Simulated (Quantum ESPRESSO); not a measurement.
W2MoTa4Mg, input and log of a self-consistent run

Simulated, not a measurement. The program is pw.x of Quantum ESPRESSO 7.5 (plane-wave density functional theory). The cell is made up: eight metal atoms on a face-centred cubic lattice, with elements, volume, strain and displacements drawn at random and not relaxed, so it may be unstable or far from any real phase. PseudoDojo standard norm-conserving files set the functional (PBE unless stated); there is no spin polarisation or spin-orbit coupling, the Fermi-Dirac width of 0.25 eV means electrons at about 2900 K, and the masses in the input are unused placeholders. Heavy elements are run without spin-orbit coupling, which real alloys of them have. A spin test at this wide smearing found no moment, but such smearing suppresses magnetism that the real alloy may have.

Input:

```
&control calculation='scf', pseudo_dir='./dojo.nc.sr.pbe.v0_5.standard.upf', outdir='./o', disk_io='minimal', tprnfor=.true., tstress=.true. /
&system ibrav=0, nat=8, ntyp=4, nbnd=69, ecutwfc=84.00895049, nosym=.true., tot_charge=0,
 occupations='smearing', smearing='fd', degauss=0.0183746611
/
&electrons conv_thr=1.470e-08, electron_maxstep=70, mixing_beta=0.5 /
ATOMIC_SPECIES
Mg 1.0 Mg.upf
Mo 1.0 Mo.upf
Ta 1.0 Ta.upf
W 1.0 W.upf
CELL_PARAMETERS angstrom
2.0598 4.0461 2.0284
2.0059 -4.0207 2.0313
4.0424 0.0285 -4.0364
ATOMIC_POSITIONS angstrom
W 0.0 -0.0228 0.0519
Mo 1.9807 0.0582 -1.988
Ta 1.9866 -1.9764 -0.0216
Ta 4.0279 -1.9879 -1.9953
W 2.0453 2.033 -0.0001
Ta 4.0615 2.0374 -1.9594
Ta 2.0305 0.0492 2.0328
Mg 4.0402 0.0519 0.0699
K_POINTS automatic
5 5 4 1 1 1
```

The log is shortened where brackets say so; the opening notice, blank lines, dates and the lines on written files are dropped, and the path of the files is cut. It prints rydbergs, bohrs and kilobars, and counts compression as positive stress. Its total energy is the free energy E - TS of the whole cell.

```
     Program PWSCF v.7.5
     Parallel version (MPI & OpenMP), running on       4 processor cores
     Number of MPI processes:                 4
     Threads/MPI process:                     1
     [start-up lines left out]
     bravais-lattice index     =            0
     lattice parameter (alat)  =       9.3971  a.u.
     unit-cell volume          =     893.3259 (a.u.)^3
     number of atoms/cell      =            8
     number of atomic types    =            4
     number of electrons       =       104.00
     number of Kohn-Sham states=           69
     kinetic-energy cutoff     =      84.0090  Ry
     charge density cutoff     =     336.0358  Ry
     scf convergence threshold =      1.5E-08
     mixing beta               =       0.5000
     number of iterations used =            8  plain     mixing
     Exchange-correlation= PBE
                           (   1   4   3   4   0   0   0)
     [axes and pseudopotential details left out]
   Cartesian axes
     site n.     atom                  positions (alat units)
         1        W      tau(   1) = (   0.0000000  -0.0045850   0.0104369  )
         2        Mo     tau(   2) = (   0.3983119   0.0117038  -0.3997799  )
         3        Ta     tau(   3) = (   0.3994983  -0.3974472  -0.0043437  )
         4        Ta     tau(   4) = (   0.8099967  -0.3997598  -0.4012479  )
         5        W      tau(   5) = (   0.4113027   0.4088292  -0.0000201  )
         6        Ta     tau(   6) = (   0.8167535   0.4097141  -0.3940285  )
         7        Ta     tau(   7) = (   0.4083265   0.0098939   0.4087890  )
         8        Mg     tau(   8) = (   0.8124702   0.0104369   0.0140566  )
     number of k points=    50  Fermi-Dirac smearing, width (Ry)=  0.0184
                       cart. coord. in units 2pi/alat
        k(    1) = (   0.1992021  -0.0013147   0.0454922), wk =   0.0400000
        k(    2) = (   0.3529780  -0.0023975  -0.1085042), wk =   0.0400000
     [further k points left out]
     Dense  grid:    92979 G-vectors     FFT dimensions: (  60,  60,  64)
     Estimated max dynamical RAM per process >     337.00 MB
     Estimated total dynamical RAM >       1.25 GB
     Initial potential from superposition of free atoms
     starting charge     103.9931, renormalised to     104.0000
     Starting wfcs are   75 randomized atomic wfcs
     total cpu time spent up to now is        8.3 secs
     per-process dynamical memory:   266.1 Mb
     Self-consistent Calculation
     iteration #  1     ecut=    84.01 Ry     beta= 0.50
     Davidson diagonalization with overlap
     ethr =  1.00E-02,  avg # of iterations =  2.6
     Threshold (ethr) on eigenvalues was too large:
     Diagonalizing with lowered threshold
     Davidson diagonalization with overlap
     ethr =  8.89E-04,  avg # of iterations =  2.3
     total cpu time spent up to now is       41.9 secs
     total energy              =   -1082.93163614 Ry
     estimated scf accuracy    <       0.96208839 Ry
     iteration #  2     ecut=    84.01 Ry     beta= 0.50
     Davidson diagonalization with overlap
     ethr =  9.25E-04,  avg # of iterations =  5.1
     total cpu time spent up to now is       62.2 secs
     total energy              =   -1082.51871017 Ry
     estimated scf accuracy    <       9.84528601 Ry
     iteration #  3     ecut=    84.01 Ry     beta= 0.50
     Davidson diagonalization with overlap
     ethr =  9.25E-04,  avg # of iterations =  2.7
     total cpu time spent up to now is       80.6 secs
     total energy              =   -1083.37783953 Ry
     estimated scf accuracy    <       0.08092140 Ry
     iteration #  4     ecut=    84.01 Ry     beta= 0.50
     Davidson diagonalization with overlap
     ethr =  7.78E-05,  avg # of iterations =  6.1
     total cpu time spent up to now is       99.1 secs
     total energy              =   -1083.38398236 Ry
     estimated scf accuracy    <       0.09936515 Ry
     iteration #  5     ecut=    84.01 Ry     beta= 0.50
     Davidson diagonalization with overlap
     ethr =  7.78E-05,  avg # of iterations =  2.0
     total cpu time spent up to now is      112.5 secs
     total energy              =   -1083.39416786 Ry
     estimated scf accuracy    <       0.03660298 Ry
     [iterations 6 to 11 left out]
     iteration # 12     ecut=    84.01 Ry     beta= 0.50
     Davidson diagonalization with overlap
     ethr =  3.39E-09,  avg # of iterations =  4.0
     total cpu time spent up to now is      213.8 secs
     total energy              =   -1083.39893209 Ry
     estimated scf accuracy    <       0.00000689 Ry
     iteration # 13     ecut=    84.01 Ry     beta= 0.50
     Davidson diagonalization with overlap
     ethr =  3.39E-09,  avg # of iterations =  2.0
     total cpu time spent up to now is      226.3 secs
     total energy              =   -1083.39893285 Ry
     estimated scf accuracy    <       0.00000013 Ry
     iteration # 14     ecut=    84.01 Ry     beta= 0.50
     Davidson diagonalization with overlap
     ethr =  1.24E-10,  avg # of iterations =  4.8
     total cpu time spent up to now is      242.0 secs
     total energy              =   -1083.39893287 Ry
     estimated scf accuracy    <       0.00000013 Ry
     iteration # 15     ecut=    84.01 Ry     beta= 0.50
     Davidson diagonalization with overlap
     ethr =  1.24E-10,  avg # of iterations =  1.9
     total cpu time spent up to now is      254.0 secs
     total energy              =   -1083.39893289 Ry
     estimated scf accuracy    <       0.00000002 Ry
     iteration # 16     ecut=    84.01 Ry     beta= 0.50
     Davidson diagonalization with overlap
     ethr =  2.32E-11,  avg # of iterations =  2.0
     total cpu time spent up to now is      266.6 secs
     End of self-consistent calculation
     [lines on levels left out]
!    total energy              =   -1083.39893289 Ry
     estimated scf accuracy    <          8.2E-09 Ry
     smearing contrib. (-TS)   =      -0.12223664 Ry
     internal energy E=F+TS    =   -1083.27669624 Ry
     The total energy is F=E-TS. E is the sum of the following terms:
     one-electron contribution =    -196.42033892 Ry
     hartree contribution      =     148.35643047 Ry
     xc contribution           =    -221.60565013 Ry
     ewald contribution        =    -813.60713767 Ry
     convergence has been achieved in  16 iterations
     Forces acting on atoms (cartesian axes, Ry/au):
     atom    1 type  4   force =    -0.00462355    0.01768085   -0.01904805
     atom    2 type  2   force =     0.00228639   -0.00263539    0.00431969
     atom    3 type  3   force =     0.01141888   -0.00036516    0.01408242
     atom    4 type  3   force =     0.01052149    0.00382624    0.01937967
     atom    5 type  4   force =    -0.02173899    0.00624853   -0.00166684
     atom    6 type  3   force =    -0.01124535    0.01366615   -0.01139685
     atom    7 type  3   force =     0.01177058   -0.02287548    0.00919262
     atom    8 type  1   force =     0.00161053   -0.01554575   -0.01486266
     Total force =     0.061044     Total SCF correction =     0.000380
     Computing stress (Cartesian axis) and pressure
          total   stress  (Ry/bohr**3)                   (kbar)     P=      151.51
   0.00103536   0.00001150  -0.00017024          152.31        1.69      -25.04
   0.00001150   0.00102208   0.00002670            1.69      150.35        3.93
  -0.00017024   0.00002670   0.00103241          -25.04        3.93      151.87
     init_run     :      7.77s CPU      8.08s WALL (       1 calls)
     electrons    :    252.85s CPU    258.37s WALL (       1 calls)
     forces       :      2.75s CPU      2.78s WALL (       1 calls)
     stress       :      9.61s CPU      9.81s WALL (       1 calls)
     [timing details left out]
     PWSCF        :   4m33.15s CPU   4m39.28s WALL
     JOB DONE.
```

In other units: free energy -14740.393 eV for the cell, pressure 15.15 GPa, largest force component 0.588 eV/Å in size. The run took 281 s of wall time with four MPI processes on a shared machine (Intel Xeon, 2023 or later, virtual cores), so the time is rough. A rerun of this cell at a higher cutoff and on a denser mesh moved values by no more than 0.013 eV in energy, 0.13 GPa in stress and 0.008 eV/Å in force, and a second program with other atomic files agreed on that cell to 2 % rms in force and 0.5 GPa in pressure.